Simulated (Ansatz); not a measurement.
Bi (diamond, space group No. 227) at seven volumes, PBE in the plane-wave PAW code Ansatz, scaled uniformly. One row is withheld.

| V (Å³/atom) | P (GPa) |
|---|---|
| 44.059 | 3.32 |
| 45.512 | ? |
| 46.964 | 0.93 |
| 48.417 | 0.00 |
| 49.869 | -0.79 |
| 51.322 | -1.46 |
| 52.774 | -2.04 |

**Question.** Fit the shown pressures and predict the withheld one.

**Answer.** P = (3/2)B₀(x^(7/2) − x^(5/2))[1 + (3/4)(B′ − 4)(x − 1)] with x = (V₀/V)^(2/3). Least squares on the six rows gives V₀ = 48.418 Å³/atom, B₀ = 28.6 GPa, B′ = 4.40. At V = 45.512, x = 1.0421 and P = 2.03 GPa. The run itself gave 2.03 GPa.

Space group Fd-3m (diamond). The start of the workflow was typed in or built on a structure type; neither database checked (COD, Materials Project) lists it. It is not the phase usual at ambient conditions (space group No. 166). Symmetry was held in the PBE relaxation; whether a distortion lowers the energy is not shown. Spin–orbit coupling is left out wherever it is not named.

Potentials: the earlier of the program's two PAW sets.
